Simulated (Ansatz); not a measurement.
# PtS2: do energies and stresses tell the same story?

Method: DFT PBEsol, scalar-relativistic, plane waves, PAW (Ansatz 0.2.0).

Cutoff 420 eV; k points 12×12×8 on the computed 3-atom cell (Γ-centred); Gaussian smearing, width 0.02 eV; no spin polarisation.

Relaxed cell: P-3m1, a = 3.572 Å, b = 3.572 Å, c = 4.767 Å, α = 90.00°, β = 90.00°, γ = 120.00°, 3 atoms in the primitive cell.

Energies at zero smearing and pressures from the stress tensor, at volumes with shape and atoms relaxed:
```tsv
V (Å³/atom)	E − E(first) (meV/atom)	P (GPa)
16.501	0.00	2.30
17.028	-4.91	0.81
17.555	-6.14	0.01
18.081	-5.35	-0.44
18.608	-3.64	-0.63
```

Task: Check P = −dE/dV between neighbouring volumes, and get the bulk modulus from the pressures alone.

Result: With 1 eV/Å³ = 160.2 GPa:
| middle V (Å³/atom) | −ΔE/ΔV (GPa) | mean P (GPa) |
| --- | --- | --- |
| 16.765 | 1.494 | 1.558 |
| 17.291 | 0.373 | 0.410 |
| 17.818 | -0.238 | -0.219 |
| 18.345 | -0.520 | -0.536 |

The two differ by 0.06 GPa at most. The mean of two end pressures misses the average over a step by about ΔV² P″/12, up to 0.08 GPa here; with that taken off 0.04 GPa remains, from the smearing term (the stress is the derivative of the free energy), the finite cutoff, the mesh or the relaxation's tolerance. Around V = 17.555 Å³/atom, the two neighbours give B = −V ΔP/ΔV = 17.555 × 1.26 / 1.053 = 20.9 GPa, against B0 = 20.8 GPa from the Birch–Murnaghan fit of the energies, which describes these points poorly (B0' = 21.1).

Spin–orbit coupling is left out, which can shift energies with elements as heavy as these. The cell holds layers, and where no dispersion correction was added their binding is poorly described.